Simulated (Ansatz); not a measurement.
## ZnCu: 15 steps of 1.5 fs from 800 K

These are results of DFT, PBE, all-electron LAPW, scalar-relativistic in Ansatz 0.2.0, not measurements.

Command: `ansatz run input.yaml --threads 2 --pin off --max-ram 4096MiB --backend cpu --events-out ev --progress --plain --runs-dir out` The run took 14 min on 2 threads of Arm Neoverse V1, on a shared host, peak memory 0.62 GiB.

```yaml
crystal:
  lattice:
    - [5.89, 0.0, 0.0]
    - [0.0, 2.945, 0.0]
    - [0.0, 0.0, 2.945]
  atoms:
    - { symbol: Zn, position: [0.25, 0.5, 0.5] }
    - { symbol: Zn, position: [0.75, 0.5, 0.5] }
    - { symbol: Cu, position: [0.0, 0.0, 0.0] }
    - { symbol: Cu, position: [0.5, 0.0, 0.0] }
kpoints:
  mp_grid: { grid: [3, 6, 6] }
scf:
  occupations: { method: fermi_dirac, width: 0.08 }
hamiltonian:
  xc: pbe
  pseudopotentials: { kind: all_electron, lapw: { basis_error: 0.001 } }
output:
  forces: true
  stress: true
md:
  timestep: 1.5
  n_steps: 15
  ensemble: nve
  temperature: 800
  initial_velocities: maxwell_boltzmann
  seed: 234163
```

The cell comes from COD entry 9008814, which wasn't checked; take it as a given geometry.

Each frame lists Cartesian positions (Å) and forces (eV/Å). Free energies count from the first step, -187814.8402 eV.

Step 0 (t = 0.0 fs): E = 0.0 meV, T = 800 K, conserved energy 0.0 meV

```
Zn    1.4725    1.4725    1.4725     0.000   0.000   0.000
Zn    4.4175    1.4725    1.4725     0.000   0.000   0.000
Cu    0.0000    0.0000    0.0000     0.000   0.000   0.000
Cu    2.9450    0.0000    0.0000     0.000   0.000   0.000
```

Step 1 (t = 1.5 fs): E = +0.7 meV, T = 798 K, conserved energy 0.0 meV

```
Zn    1.4711    1.4647    1.4786     0.012   0.049  -0.047
Zn    4.4166    1.4752    1.4746     0.008  -0.002  -0.028
Cu   -0.0009   -0.0015   -0.0051     0.000  -0.005   0.042
Cu    2.9482    0.0067   -0.0033    -0.021  -0.043   0.033
```

Step 2 (t = 3.0 fs): E = +2.9 meV, T = 793 K, conserved energy 0.0 meV

```
Zn    1.4697    1.4568    1.4846     0.022   0.097  -0.094
Zn    4.4158    1.4780    1.4766     0.017  -0.003  -0.057
Cu   -0.0019   -0.0030   -0.0102     0.000  -0.009   0.085
Cu    2.9515    0.0135   -0.0065    -0.039  -0.084   0.066
```

Step 3 (t = 4.5 fs):

```
Zn    1.4684    1.4490    1.4907
Zn    4.4149    1.4807    1.4786
Cu   -0.0028   -0.0044   -0.0153
Cu    2.9547    0.0202   -0.0097
```

Step 4 (t = 6.0 fs): E = +11.2 meV, T = 771 K, conserved energy 0.0 meV

```
Zn    1.4670    1.4413    1.4967     0.041   0.190  -0.186
Zn    4.4141    1.4834    1.4806     0.032  -0.006  -0.114
Cu   -0.0037   -0.0059   -0.0204    -0.003  -0.018   0.169
Cu    2.9579    0.0268   -0.0129    -0.071  -0.166   0.131
```

Step 5 (t = 7.5 fs): E = +17.2 meV, T = 756 K, conserved energy 0.0 meV

```
Zn    1.4657    1.4336    1.5026     0.049   0.235  -0.231
Zn    4.4133    1.4861    1.4826     0.040  -0.007  -0.143
Cu   -0.0046   -0.0074   -0.0253    -0.005  -0.023   0.211
Cu    2.9610    0.0334   -0.0160    -0.083  -0.205   0.164
```

Step 6 (t = 9.0 fs): E = +24.5 meV, T = 737 K, conserved energy 0.0 meV

```
Zn    1.4643    1.4260    1.5085     0.056   0.280  -0.276
Zn    4.4125    1.4888    1.4845     0.048  -0.008  -0.172
Cu   -0.0056   -0.0089   -0.0302    -0.009  -0.028   0.252
Cu    2.9642    0.0400   -0.0191    -0.095  -0.244   0.196
```

Step 7 (t = 10.5 fs): E = +32.9 meV, T = 715 K, conserved energy 0.0 meV

```
Zn    1.4630    1.4185    1.5142     0.062   0.323  -0.320
Zn    4.4117    1.4916    1.4864     0.055  -0.010  -0.201
Cu   -0.0065   -0.0104   -0.0351    -0.012  -0.032   0.293
Cu    2.9673    0.0464   -0.0221    -0.104  -0.282   0.227
```

Step 8 (t = 12.0 fs): E = +42.4 meV, T = 691 K, conserved energy 0.0 meV

```
Zn    1.4617    1.4111    1.5199     0.067   0.366  -0.363
Zn    4.4109    1.4943    1.4882     0.062  -0.011  -0.229
Cu   -0.0074   -0.0120   -0.0398    -0.017  -0.036   0.334
Cu    2.9703    0.0528   -0.0251    -0.112  -0.319   0.259
```

Step 9 (t = 13.5 fs): E = +52.7 meV, T = 664 K, conserved energy 0.0 meV

```
Zn    1.4604    1.4038    1.5254     0.072   0.407  -0.406
Zn    4.4101    1.4970    1.4899     0.068  -0.012  -0.257
Cu   -0.0084   -0.0135   -0.0444    -0.022  -0.041   0.374
Cu    2.9734    0.0590   -0.0279    -0.119  -0.355   0.290
```

Step 10 (t = 15.0 fs): E = +63.9 meV, T = 636 K, conserved energy 0.0 meV

```
Zn    1.4592    1.3966    1.5308     0.076   0.448  -0.449
Zn    4.4094    1.4997    1.4915     0.075  -0.013  -0.285
Cu   -0.0093   -0.0151   -0.0489    -0.027  -0.045   0.413
Cu    2.9764    0.0651   -0.0307    -0.124  -0.390   0.320
```

Step 11 (t = 16.5 fs): E = +75.7 meV, T = 605 K, conserved energy +0.1 meV

```
Zn    1.4580    1.3896    1.5360     0.080   0.488  -0.490
Zn    4.4087    1.5024    1.4931     0.081  -0.015  -0.312
Cu   -0.0103   -0.0166   -0.0532    -0.033  -0.048   0.451
Cu    2.9793    0.0711   -0.0333    -0.128  -0.425   0.350
```

Step 12 (t = 18.0 fs): E = +88.2 meV, T = 573 K, conserved energy +0.1 meV

```
Zn    1.4568    1.3828    1.5411     0.083   0.527  -0.530
Zn    4.4080    1.5051    1.4945     0.087  -0.017  -0.338
Cu   -0.0113   -0.0182   -0.0574    -0.039  -0.052   0.488
Cu    2.9822    0.0770   -0.0358    -0.131  -0.458   0.380
```

Step 13 (t = 19.5 fs): E = +101.1 meV, T = 540 K, conserved energy +0.1 meV

```
Zn    1.4556    1.3761    1.5460     0.086   0.564  -0.570
Zn    4.4073    1.5078    1.4958     0.092  -0.019  -0.363
Cu   -0.0123   -0.0198   -0.0614    -0.045  -0.055   0.525
Cu    2.9851    0.0827   -0.0382    -0.133  -0.490   0.408
```

Step 14 (t = 21.0 fs): E = +114.4 meV, T = 506 K, conserved energy +0.1 meV

```
Zn    1.4545    1.3696    1.5508     0.089   0.601  -0.608
Zn    4.4067    1.5105    1.4970     0.097  -0.022  -0.388
Cu   -0.0133   -0.0214   -0.0653    -0.051  -0.058   0.559
Cu    2.9879    0.0882   -0.0405    -0.134  -0.521   0.436
```

Step 15 (t = 22.5 fs): E = +127.9 meV, T = 471 K, conserved energy +0.1 meV

```
Zn    1.4534    1.3634    1.5553     0.091   0.636  -0.644
Zn    4.4061    1.5131    1.4981     0.101  -0.025  -0.411
Cu   -0.0143   -0.0231   -0.0689    -0.057  -0.060   0.593
Cu    2.9907    0.0935   -0.0426    -0.135  -0.551   0.462
```

Question: Give the energy and forces of step 3.

Answer: E = +6.4 meV, T = 784 K, conserved energy 0.0 meV
```
Zn    1.4684    1.4490    1.4907     0.032   0.144  -0.140
Zn    4.4149    1.4807    1.4786     0.025  -0.005  -0.085
Cu   -0.0028   -0.0044   -0.0153    -0.001  -0.014   0.127
Cu    2.9547    0.0202   -0.0097    -0.056  -0.125   0.099
```

Question: What is the mean temperature over the last 8 frames?

Answer: 586 K; so short a run of so small a cell isn't equilibrated.
